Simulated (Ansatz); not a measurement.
**Nuclear-site quantities of BaTiO$_{3}$ as the cell is scaled**

```
Ba Ti O
1.0
     4.00730    0.00000    0.00000
     0.00000    4.00730    0.00000
     0.00000    0.00000    4.00730
Ba Ti O
1 1 3
Direct
  0.50000 0.50000 0.50000
  0.00000 0.00000 0.00000
  0.50000 0.00000 0.00000
  0.00000 0.50000 0.00000
  0.00000 0.00000 0.50000
```

Atom numbers follow the list: Ba1, Ti2, O3, O4, O5.

The cell comes from COD entry 1507757, which wasn't checked; take it as a given geometry.

Spin–orbit coupling is left out, though it moves levels of the heavy atoms by tenths of an eV or more.

Computed with DFT, LDA, all-electron PAW with datasets made for the crystal, scalar-relativistic in Ansatz 0.2.0.

Numerical set-up: a Γ-centred 8×8×8 k mesh, Fermi–Dirac smearing of 0.05 eV, cutoff 540 eV (chosen by the program for this cell), no spin polarisation.

The contact density is the mean electron density over the nuclear volume; its changes follow the s electrons' response to bonding and compression. Changes below are taken from the unscaled cell, where it is 2.05708e+06 e/Å³ at Ba1, 56471.8 e/Å³ at Ti2, 2125.73 e/Å³ at O3.

Volumes at which the program chose other datasets or cutoffs are left out.

```csv
V/V(cell),P (GPa),Δρ(0) Ba1 (e/Å³),Δρ(0) Ti2 (e/Å³),Δρ(0) O3 (e/Å³),Vzz O3 (10²¹ V/m²)
0.9600,-2.6,0.60,0.63,?,?
0.9800,-6.2,0.29,0.31,-0.06,2.03
0.9900,-7.8,0.14,0.16,-0.03,2.11
1.0000,-9.4,0.00,0.00,0.00,?
```

Q: Fill in "Vzz O3 (10²¹ V/m²)" for the row "0.9600".

A: 1.85.

Q: Give the missing entry: row "1.0000", column "Vzz O3 (10²¹ V/m²)".

A: 2.20.

Q: What belongs in the row "0.9600", column "Δρ(0) O3 (e/Å³)"?

A: -0.12.

The datasets are made afresh for each cell, so very small changes are uncertain. Scalar relativity leaves out the p1/2 density at heavy nuclei.
